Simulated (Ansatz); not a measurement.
Here is the system:

LiTaO3:
```
LiTaO3
1.0
    2.59535     1.49842     4.63812
   -2.59535     1.49842     4.63812
    0.00000    -2.99685     4.63812
Li Ta O
2 2 6
Direct
  0.28170   0.28170   0.28170
  0.78170   0.78170   0.78170
  0.99965   0.99965   0.99965
  0.49965   0.49965   0.49965
  0.61855   0.22638   0.86190
  0.22638   0.86190   0.61855
  0.86190   0.61855   0.22638
  0.11855   0.36190   0.72638
  0.72638   0.11855   0.36190
  0.36190   0.72638   0.11855
```

This is the PBE-relaxed structure. Cartesian axes are those of the cell as given.

Problem. All from plane-wave PAW PBE (Ansatz code), unless another level is named. Give the hole effective mass.

Solution. 1.5, 2.7, 10.0 mₑ (principal values).

Problem. Next, the band gap?

Solution. 3.79 eV (smallest direct gap 3.82 eV).

Problem. And the electron effective mass, band 2 of 2 at the edge?

Solution. 1.1 along x, 0.62 along z (mₑ).

Problem. Predict the conduction-band minimum.

Solution. at Γ.

Space group R3c. The PBE relaxation kept the symmetry of its start. The run is not spin-polarised. Scalar-relativistic: spin–orbit coupling is off unless named, which matters more the heavier the elements.

Potentials: the earlier of the program's two PAW sets.
